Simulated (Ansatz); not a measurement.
According to the program Ansatz at the PBEsol level (PAW), AlSi$_{3}$C$_{3}$N in the trigonal phase (P3m1; Pearson symbol hP8) relaxes to a = 3.107 Å, c = 10.069 Å. Si on 1c has 4 nearest neighbours from 1.84 Å (tetrahedral); C on 1c has 4 nearest neighbours from 1.84 Å (tetrahedral). Against the elements it lies at -254 meV/atom, with no fitted shifts.

Electronic character: metallic (no gap).

An equation-of-state fit gives a bulk modulus of 187 GPa. The highest mode at Γ lies at 926 cm^-1.

The start of the workflow was typed in or built on a structure type; neither database checked (COD, Materials Project) lists it. Its standing as an ambient phase is unchecked. The PBEsol relaxation kept the symmetry of its start; its stability against distortions is not shown here. As this level gives no gap, phonon frequencies hold no LO–TO term and depend on the k-mesh and smearing (Fermi–Dirac, 0.1 eV here). The references are the lowest solids computed at this level, not always the standard phases (solids in place of the gases).

Potentials: the earlier of the program's two PAW sets. The files were generated under PBE; for other functionals the program regenerates the frozen cores, and for LDA and PBEsol the local potential too.
